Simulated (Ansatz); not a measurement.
A plane-wave DFT run in Ansatz 0.2.0 (scalar-relativistic PAW potentials unless the input names others): input and command.

```yaml
crystal:
  lattice:
    - [0.0, 2.0418743246, 2.0418743246]
    - [2.0418743246, 0.0, 2.0418743246]
    - [2.0418743246, 2.0418743246, 0.0]
  atoms:
    - { symbol: Au, position: [0.0, 0.0, 0.0] }
basis:
  ecutwfc: 420
kpoints:
  mp_grid: { grid: [18, 18, 18] }
hamiltonian:
  xc: pbesol
  pseudopotentials: { kind: nc }
scf:
  occupations: { method: gaussian, width: 0.1 }
  max_iter: 100
output:
  forces: true
  eigenvalues: true
  stress: true
magnetization:
  spin_polarized: true
  spin_orbit: true
```

```bash
ansatz run input.yaml --threads 2 --pin off --max-ram 5120MiB --backend cpu --events-out ev --progress --plain --runs-dir out
```

Q: What is wrong with this input?

A: The program refuses it, because of spin-orbit coupling on scalar files and without noncollinear: true (magnetization: not typed → {"spin_polarized": true, "spin_orbit": true}; hamiltonian.pseudopotentials: not typed → {"kind": "nc"}). Without those keys it is accepted.

Abridged log:
```
Error: 2 input errors — fix all and re-run
  1. inconsistent input (magnetization.spin_orbit, magnetization.noncollinear): true requires noncollinear: true — spin–orbit coupling acts on 2-spinor wavefunctions; set both flags
  2. inconsistent input (magnetization.spin_orbit, hamiltonian.pseudopotentials.kind): true requires a fully-relativistic hamiltonian.pseudopotentials.kind (nc_fr or paw_fr), or kind: all_electron without datasets and azcp, which then solves Dirac's equation on LAPW. paw_fr resolves this project's PAW files (source: ansatz) by j as it reads them
```